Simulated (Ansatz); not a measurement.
## From the elastic tensor of AlGa3P4 to moduli and sound speeds

The calculation used Ansatz 0.2.0, DFT PBE, scalar-relativistic, plane waves, PAW. Plane waves to 420 eV; Γ-centred k mesh 6×6×6; fixed occupations. No spin polarisation.

Space group P-43m (No. 215), cubic, a = 5.507 Å. Al is surrounded by 4 P at 2.38 Å; around Ga lie 4 P at 2.39 Å; around P lie 1 Al at 2.38 Å and 3 Ga at 2.39 Å.

The structure comes from a generated guess, relaxed at this level; another structure or a mixture of phases may lie lower.

Relaxed-ion constants (GPa, on the Cartesian axes of the calculation):
C11 = 125.2, C12 = 54.8, C13 = 54.8, C22 = 125.2, C23 = 54.8, C33 = 125.2, C44 = 63.3, C55 = 63.3, C66 = 63.3 GPa; the others vanish.

Density 3.579 g/cm³; 8 atoms in 167.03 Å³.

With S = C⁻¹: B_V = (C11+C22+C33+2(C12+C13+C23))/9, G_V = (C11+C22+C33−C12−C13−C23+3(C44+C55+C66))/15, 1/B_R = S11+S22+S33+2(S12+S13+S23), 15/G_R = 4(S11+S22+S33−S12−S13−S23)+3(S44+S55+S66); Hill is their mean. Then v_l = √((B+4G/3)/ρ), v_t = √(G/ρ), v_m = [(2/v_t³+1/v_l³)/3]^(−1/3) and Θ = (ħ/k_B)·v_m·(6π²n/V)^(1/3) for n atoms in the volume V; E = 9BG/(3B+G), ν = (3B−2G)/(2(3B+G)) and A^U = 5G_V/G_R + B_V/B_R − 6.

```json
{
 "Bulk modulus, Voigt / Reuss / Hill": "78.3 / 78.3 / 78.3 GPa",
 "Shear modulus, Voigt / Reuss / Hill": "52.0 / 48.0 / 50.0 GPa",
 "Young's modulus": "124 GPa",
 "Poisson ratio": "0.237",
 "Pugh ratio B/G": "1.56 (under 1.75, the rule of thumb for brittle)",
 "Universal anisotropy index": "0.42",
 "Longitudinal and transverse sound speeds": "6363 and 3738 m/s",
 "Debye temperature from the mean sound speed": "448 K"
}
```
